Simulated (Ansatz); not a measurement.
Method: DFT PBE, scalar-relativistic, plane waves, PAW (Ansatz). Settings: cutoff 420 eV, Γ-centred meshes spaced at most about 0.3 Å⁻¹, and about 0.25 Å⁻¹ or finer for metals (2π included), Gaussian smearing. No spin polarisation in the final relaxations.

Temperature and zero-point effects are left out. All come from trial cells, and lower structures may exist.

Question: Order these relaxed structures of TaOF by energy, lowest first, with the energy over the lowest of them.
1.

```
CELL_PARAMETERS angstrom
3.19244 0.00000 0.00000
0.00000 3.19244 0.00000
0.00000 0.00000 5.87538
ATOMIC_POSITIONS crystal
Ta 0.00000 0.50000 0.30847
Ta 0.50000 0.00000 0.69153
O 0.00000 0.50000 0.67297
O 0.50000 0.00000 0.32703
F 0.00000 0.00000 0.00000
F 0.50000 0.50000 0.00000
```

2.

```
CELL_PARAMETERS angstrom
2.98380 0.00000 0.00000
0.00000 2.98380 0.00000
0.00000 0.00000 4.18547
ATOMIC_POSITIONS crystal
Ta 0.00000 0.00000 0.00000
O 0.50000 0.50000 0.00000
F 0.00000 0.00000 0.50000
```

3.

```
CELL_PARAMETERS angstrom
3.33323 0.00000 0.00000
0.00000 3.33323 0.00000
0.00000 0.00000 8.82827
ATOMIC_POSITIONS crystal
Ta 0.00000 0.50000 0.84984
Ta 0.50000 0.00000 0.15016
O 0.00000 0.00000 0.00000
O 0.50000 0.50000 0.00000
F 0.00000 0.50000 0.63896
F 0.50000 0.00000 0.36104
```

4.

```
CELL_PARAMETERS angstrom
3.59127 0.00000 0.00000
-1.79563 3.11013 0.00000
0.00000 0.00000 2.89714
ATOMIC_POSITIONS crystal
Ta 0.00000 0.00000 0.50000
O 0.66667 0.33333 0.50000
F 0.33333 0.66667 0.00000
```

Answer: 2 (0 meV/atom), 4 (296 meV/atom), 3 (335 meV/atom), 1 (533 meV/atom). Forms: 2 P4/mmm; 4 P-6m2; 3 P4/nmm; 1 P4/nmm. Counting F or O atoms around Ta (for each partner element, those within 1.25 times its shortest distance or 1.15 times the sum of covalent radii, where it is the nearest in units of that sum or under 1.3; a plus sign parts groups by distance over the sum of covalent radii): cell 2 has Ta 6; cell 4 has Ta 3+6; cell 3 has Ta 5; cell 1 has Ta 9.

No dispersion correction is applied, so the spacing and binding between layers, chains or molecules are poorly described (P4/nmm at 16.3 Å³/atom), and this can change margins and order among such cells. These runs have no spin–orbit coupling, which can matter for Ta. A magnetic state wasn't ruled out in cells without spin, among them P4/nmm at 10.0 Å³/atom. Cells relaxed within their symmetry can be saddle points. Some structure types and database cells were kept out of the candidates from the start, so a known form may be missing.
